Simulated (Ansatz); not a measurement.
Q: Each is relaxed and computed with plane-wave PAW r²SCAN (Ansatz code). Which is the only one with a gap?
A. Nb5Si3, P6_3/mcm (Nb on 6g, Si on 6g, Nb on 4d)
B. FeLi2Nb4O12, P1 (Pearson symbol aP19)
C. NbP, P-6m2 (Nb on 1a, P on 1f)
D. LiFeP, P4/nmm (Li on 2c, Fe on 2a, P on 2c)

A: B, FeLi2Nb4O12, P1 (Pearson symbol aP19). FeLi2Nb4O12: gap 0.60 eV (indirect); LiFeP: metal; Nb5Si3: metal; NbP: metal. Spin orders computed, not proven ground states: FeLi2Nb4O12, P1 (Pearson symbol aP19) ferromagnetic. Constructed cells (a structure type filled with these elements, in neither database checked): NbP, P-6m2 (Nb on 1a, P on 1f). Typed or built starts, not in the databases checked: FeLi2Nb4O12, P1 (Pearson symbol aP19). Standing as an ambient phase not checked: LiFeP, P4/nmm (Li on 2c, Fe on 2a, P on 2c); Nb5Si3, P6_3/mcm (Nb on 6g, Si on 6g, Nb on 4d). All cells were relaxed under the symmetry of their starts (and spin orders); stability against distortions was not tested throughout. Rows with no word on spin ran without spin polarisation. No Hubbard U is applied. Spin–orbit coupling is left out wherever it is not named.

Potentials: the later of the program's two PAW sets.
